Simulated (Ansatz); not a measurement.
An Ansatz (a first-principles code) run. Input:

Ansatz 0.2 input:
```yaml
crystal:
  lattice:
    - [0.0, 2.783672865, 2.783672865]
    - [2.783672865, 0.0, 2.783672865]
    - [2.783672865, 2.783672865, 0.0]
  atoms:
    - { symbol: Zn, position: [0.0, 0.0, 0.0] }
    - { symbol: Se, position: [0.25, 0.25, 0.25] }
kpoints:
  mp_grid: { grid: [9, 9, 9] }
hamiltonian:
  xc: lda
  pseudopotentials: { azcp: { folder: ./paw }, kind: paw }
scf:
  occupations: { method: fixed }
phonons:
  method: dfpt
  response_accuracy: low
  eigenvectors: true
  rigid_motions: translations
  dielectric: true
  raman: true
```

Output (shortened):

```
Pseudopotential: Zn, paw, valence charge 12
Pseudopotential: Se, paw, valence charge 16
Functional definition: SPW92
Crystal: 2 atoms, lattice volume = 43.140 Å³
Basis set: ecut = 420 eV, 869 PW (Γ), exchange–correlation on 54×54×54 points (8 copies of the dense FFT grid, shifted against one another)
Bands: 18, of which v1, the nominal top of the filled ones, is band 14 counted from 1 (13 counted from 0)
Symmetry: 24 space group operations
k-points: 125 of 729 (irreducible under 4 space group operations, time reversal used)
SCF iter   1: F=—  HF=-8631.205672 eV  |F-HF|=—  |Δ(HF+E_count)|=         —  Δρ=5.96e-2  dr2=9.81e-1  ethr=3.10e-3  ⟨swp⟩=4.4  Hψ=10790  notcnv=0  defer=198
preconditioner: auto → none
SCF iter   2: F=—  HF=-8630.954215 eV  |F-HF|=—  |Δ(HF+E_count)|=   2.51e-1  Δρ=2.69e-2  dr2=1.91e-1  ethr=3.10e-3  ⟨swp⟩=3.0  Hψ=4971  notcnv=0  defer=208
SCF iter   3: F=—  HF=-8630.868862 eV  |F-HF|=—  |Δ(HF+E_count)|=   8.54e-2  Δρ=1.17e-2  dr2=3.11e-2  ethr=6.82e-4  ⟨swp⟩=2.0  Hψ=4509  notcnv=0  defer=233
SCF iter   4: F=—  HF=-8630.860755 eV  |F-HF|=—  |Δ(HF+E_count)|=   8.11e-3  Δρ=2.75e-3  dr2=1.78e-3  ethr=1.11e-4  ⟨swp⟩=2.3  Hψ=4526  notcnv=0  defer=239
SCF iter   5: F=—  HF=-8630.861057 eV  |F-HF|=—  |Δ(HF+E_count)|=   3.02e-4  Δρ=9.92e-4  dr2=2.95e-4  ethr=6.36e-6  ⟨swp⟩=2.1  Hψ=3679  notcnv=0  defer=244
SCF iter   6: F=—  HF=-8630.861105 eV  |F-HF|=—  |Δ(HF+E_count)|=   4.79e-5  Δρ=6.25e-5  dr2=1.16e-6  ethr=1.05e-6  ⟨swp⟩=2.0  Hψ=4256  notcnv=0  defer=244
SCF iter   7: F=—  HF=-8630.861103 eV  |F-HF|=—  |Δ(HF+E_count)|=   1.40e-6  Δρ=2.18e-5  dr2=2.16e-7  ethr=4.14e-9  ⟨swp⟩=2.0  Hψ=4000  notcnv=0  defer=33
SCF iter   8: F=—  HF=-8630.861103 eV  |F-HF|=—  |Δ(HF+E_count)|=   9.32e-8  Δρ=8.31e-6  dr2=1.52e-8  ethr=7.73e-10  ⟨swp⟩=2.0  Hψ=4000  notcnv=0  defer=33
SCF iter  10: F=-8630.861103 eV  HF=-8630.861103 eV  |F-HF|=3.64e-12  |Δ(HF+E_count)|=  6.55e-11  Δρ=7.53e-8  dr2=7.73e-13  ethr=1.00e-12  ⟨swp⟩=8.0  Hψ=14285  notcnv=0
SCF 1 converged in 10 iterations: F = -8630.861103 eV  dr2 = 7.73e-13
NSCF: frozen V_eff on 6 k-points
DFPT response loops at Γ: preconditioner auto → none (the input reference at scf.mixing.eps_inf says where Resta's filter doesn't serve); β = 0.50 …
── the response to a field inside a basis, on 12×12×12 k-points: an SCF that follows is theirs, and a resumed run solves both again ──
Crystal: 2 atoms, lattice volume = 43.140 Å³
Bands: 15, of which v1, the nominal top of the filled ones, is band 14 counted from 1 (13 counted from 0)
k-points: 182
SCF iter   1: F=—  HF=-8630.859951 eV  |F-HF|=—  |Δ(HF+E_count)|=         —  Δρ=1.35e-4  dr2=2.72e-6  ethr=1.00e-1
preconditioner: auto → none
SCF iter   2: F=—  HF=-8630.859950 eV  |F-HF|=—  |Δ(HF+E_count)|=   1.65e-6  Δρ=1.47e-4  dr2=4.01e-6  ethr=9.72e-9
SCF iter   3: F=—  HF=-8630.859951 eV  |F-HF|=—  |Δ(HF+E_count)|=   1.01e-6  Δρ=9.52e-5  dr2=2.25e-6  ethr=9.72e-9
SCF iter   4: F=—  HF=-8630.859949 eV  |F-HF|=—  |Δ(HF+E_count)|=   1.26e-6  Δρ=1.40e-5  dr2=4.51e-8  ethr=8.03e-9
SCF iter   5: F=—  HF=-8630.859949 eV  |F-HF|=—  |Δ(HF+E_count)|=   1.01e-8  Δρ=2.14e-6  dr2=8.49e-10  ethr=1.61e-10
SCF iter   6: F=-8630.859949 eV  HF=-8630.859949 eV  |F-HF|=1.82e-12  |Δ(HF+E_count)|=  2.00e-11  Δρ=1.84e-7  dr2=5.63e-12  ethr=3.03e-12
SCF 1 converged in 6 iterations: F = -8630.859949 eV  dr2 = 5.63e-12
DFPT response loops at Γ: mixed as the last ones told, above
DFPT response loops at Γ: mixed as the last ones told, above
WARN: field response: ε∞ stands inside a basis, on 12×12×12 points …
SCF converged after 10 iterations
Free energy (F): -8630.861103 eV
Harris-Foulkes:  -8630.861103 eV  (|F-HF|=3.64e-12)
Internal energy: -8630.861103 eV  (E = F + TS)
E sigma→0 (E₀):  -8630.861103 eV
Fermi energy:    6.957540 eV
--- Per-component energies (eV) ---
  E_band       = -384.562319
  E_kinetic    = 260.688070
  E_local      = -4768.632065  (includes V_loc(G=0)·N_el)
  E_nonlocal   = 471.741613
  E_hartree    = 2205.754984
  E_xc         = -163.143343
  E_vxc        = -143.022769  (∫ρ·V_xc dr)
  E_paw        = -3871.103880  (= ΣΔE_a)
  E_vpaw       = -616.846530  (= ΣTr[D̂ρ^β])
  E_aug_tail   = -0.000619  (compensation charges beyond the density's cutoff)
  E_ewald      = -2769.940366
  E_core_change = 3.774503  (= ΣΔE_core)
  E_smearing   =  0.000000  (= −TS)
  E_closure    =  0.000000  (closes the sum)
  Σ components = -8630.861103   (vs F -8630.861103, Δ=0.00e0)
  [band-id]    e_kinetic+e_local+e_nonlocal+2·e_hartree+e_vxc+e_vpaw+e_augmentation_tail = -384.562331   (vs E_band -384.562319, Δ=-1.23e-5)
--- Band table (eV; the first three rows and the last of 125) ---
  k-point 0: bands = ["-40.2114", "-40.2114", "-40.2114", "-40.2060", "-40.2060", "-6.7289", "0.0911", "0.0911", "0.0911", "0.5019", "0.5019", "6.9575", "6.9575", "6.9575", "8.2041", "12.6540", "12.6540", "12.6540"]
  k-point 1: bands = ["-40.2114", "-40.2114", "-40.2114", "-40.2060", "-40.2060", "-6.6396", "0.0933", "0.1052", "0.1052", "0.5004", "0.5004", "5.7494", "6.8207", "6.8207", "9.1133", "12.5888", "12.8766", "12.8766"]
  k-point 2: bands = ["-40.2114", "-40.2113", "-40.2113", "-40.2060", "-40.2060", "-6.3987", "0.1244", "0.1384", "0.1384", "0.5003", "0.5003", "4.0976", "6.5117", "6.5117", "9.6423", "13.2045", "13.2656", "13.2656"]
  k-point 124: bands = ["-40.2114", "-40.2112", "-40.2111", "-40.2060", "-40.2059", "-5.7264", "0.2086", "0.2399", "0.4090", "0.5066", "0.6134", "2.2669", "3.9108", "5.3718", "11.5785", "12.7305", "13.2871", "15.9249"]
--- Phonons (Γ-DFPT): 2 representative perturbations + reference, on 125 of 729 k-points (Σ response iterations 6) ---
  ASR residual: 1.230e-4 → 0.000e0 eV/Å²; symmetrization residual: 3.885e-5 eV/Å²
  ASR residual per site (eV/Å²): 1.23e-4 7.77e-5
  Γ frequencies (cm⁻¹): 0.00 0.00 0.00 217.79 217.79 217.79
  ε∞ (high-frequency dielectric tensor):
        7.507207     0.000000     0.000000
        0.000000     7.507207     0.000000
        0.000000     0.000000     7.507207
  ε⁰ (static dielectric tensor: ions relaxed, cell fixed):
       10.112432     0.000000     0.000000
        0.000000    10.112432     0.000000
        0.000000     0.000000    10.112432
  ε⁰ − ε∞ (ionic part):
        2.605225     0.000000     0.000000
        0.000000     2.605225     0.000000
        0.000000     0.000000     2.605225
  softest optical mode at Γ: 217.79 cm⁻¹; the repairs (sum rule, projections) moved no ω² at Γ by more than (1.22 cm⁻¹)²
  Born effective charges Z* (e; rows j = field, columns β = displacement):
    site 0:
         1.96853    0.00000    0.00000
         0.00000    1.96853    0.00000
         0.00000    0.00000    1.96853
    site 1:
        -1.96853    0.00000    0.00000
         0.00000   -1.96853    0.00000
         0.00000    0.00000   -1.96853
  Z* charge neutrality: 3.669e-4 e pre-enforcement
  solved inside a basis spanned on kpoints, on 12×12×12 k-points transformed towards the longest dipole …
  Raman tensors (in the event stream and the table raman_tensors.tsv) …
  optical modes at Γ without the LO–TO term, one row a degenerate level:
      ω (cm⁻¹)  modes    IR ((D/Å)²/amu)  static Raman (Å⁴/amu)  depolarisation
        217.79      3             7.4985                 2.1578           0.750
  optical modes at Γ + LO–TO along q̂ = [1.0000, 0.0000, 0.0000]:
      ω (cm⁻¹)  modes    IR ((D/Å)²/amu)  static Raman (Å⁴/amu)  depolarisation
        217.79      2             4.9990                 1.4386           0.750
        252.77      1             2.4995                18.0299           0.750
  optical modes at Γ + LO–TO along q̂ = [0.0000, 1.0000, 0.0000]:
      ω (cm⁻¹)  modes    IR ((D/Å)²/amu)  static Raman (Å⁴/amu)  depolarisation
        217.79      2             4.9990                 1.4386           0.750
        252.77      1             2.4995                18.0299           0.750
  optical modes at Γ + LO–TO along q̂ = [0.0000, 0.0000, 1.0000]:
      ω (cm⁻¹)  modes    IR ((D/Å)²/amu)  static Raman (Å⁴/amu)  depolarisation
        217.79      2             4.9990                 1.4386           0.750
        252.77      1             2.4995                18.0299           0.750
```

Cost: around 5 core-minutes (rough) on shared cores.

Space group F-43m (zinc blende). Symmetry was held in the LDA relaxation; phonons on a q-mesh show no instability. Scalar-relativistic: spin–orbit coupling is off unless named, which matters more the heavier the elements.

Potentials: the earlier of the program's two PAW sets.

Ansatz is a plane-wave DFT program.
